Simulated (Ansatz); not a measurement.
Relaxed-ion elastic tensor of BeS in space group P6_422 (No. 181; Be on 3c, S on 3d) in GPa (Voigt order), LDA (plane waves, PAW; program Ansatz); density 2.67 g/cm³, 12.79 Å³ per atom.

```
 208  61.0  57.9   0.0   0.0   0.0
61.0   208  57.9   0.0   0.0   0.0
57.9  57.9   223   0.0   0.0   0.0
 0.0   0.0   0.0  71.9   0.0   0.0
 0.0   0.0   0.0   0.0  71.9   0.0
 0.0   0.0   0.0   0.0   0.0  73.3
```

Problem. Is the crystal mechanically stable?

Solution. Yes: the smallest eigenvalue of C is 71.9 GPa.

Problem. Work out the Voigt, Reuss and Hill averages.

Solution. K_V = 110, K_R = 110, K_H = 110; G_V = 74.2, G_R = 74.0, G_H = 74.1 GPa.

Problem. Give Young's modulus, Poisson's ratio, Pugh's ratio and the universal anisotropy index.

Solution. E = 9KG/(3K + G) = 182 GPa; ν = 0.23; K/G = 1.49 (brittle by the Pugh limit of 1.75); A_U = 5G_V/G_R + K_V/K_R − 6 = 0.01.

Problem. Estimate the sound speeds and the Debye temperature.

Solution. v_l = √((K + 4G/3)/ρ) = 8850 m/s, v_t = √(G/ρ) = 5270 m/s, mean 5840 m/s; Θ = (h/k)(3n/4πV)^(1/3) v_m = 743 K.

Problem. How much does each axis shrink under pressure?

Solution. Linear compressibilities β_i = Σ_j S_ij (j = 1 to 3): x 3.1, y 3.1, z 2.9 per TPa.

The start of the workflow was typed in or built on a structure type; neither database checked (COD, Materials Project) lists it. COD files the formula under space group No. 216. Its standing as an ambient phase is unchecked. The LDA relaxation kept the symmetry of its start; its stability against distortions is not shown here.

Potentials: the earlier of the program's two PAW sets. The files were generated under PBE; for other functionals the program regenerates the frozen cores, and for LDA and PBEsol the local potential too.
